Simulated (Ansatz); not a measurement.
**What DFT gives for Nb₂TlSe₂**

```
Tl Se Nb
1.0
     0.00000    3.93132    0.00000
     3.93132    0.00000    0.00000
     1.96566    1.96566   -6.89531
Tl Se Nb
1 2 2
Cartesian
  0.0000 0.0000 0.0000
  1.9657 1.9657 -2.0176
  3.9313 3.9313 -4.8777
  1.9657 3.9313 -3.4477
  3.9313 1.9657 -3.4477
```

Level: r2SCAN, spin-orbit coupling; 500 eV; 6×6×6 Γ-centred mesh; fermi-dirac occupations (width 0.1 eV); Ansatz 0.2.0, fixed geometry.

The state carries no moments; the state need not be the lowest.

Task: What is the formation energy?

Result: -0.12 eV an atom against the elements' usual phases (free molecules for gases, crystals otherwise, with no correction for O₂ or N₂), so it is bound against them; other compounds may still compete. Relaxing would lower it.

Task: Metal or insulator?

Result: It is a metal, with about 2.2 states/eV a cell as the mean within 0.25 eV of the Fermi level, mostly Nb d (72 %).

Task: Which atom feels the largest force, and which way?

Result: The largest is on Se2 (and as large on other atoms): 5.54 eV/Å, components (0.00, 0.00, 5.54). It makes 126° with the line to a nearest neighbour, Nb4 at 2.43 Å.

Task: Is the cell too large or too small?

Result: The pressure is 23.4 GPa (compression positive), so with the atoms held at these fractions the cell would first expand; the forces are large, so a full relaxation may end otherwise. The principal stresses 21.8, 21.8, 26.6 GPa differ, so its shape would change too.

Task: Give the Bader charges.

Result: Bader charges in e: Nb +0.88, Tl +0.46, Se -1.11. In the mean Nb gives up most and Se takes most.

Origin: a known structure type with other elements, at an estimated volume, so it need not be a known compound. Caveats: atoms or cell far from equilibrium.
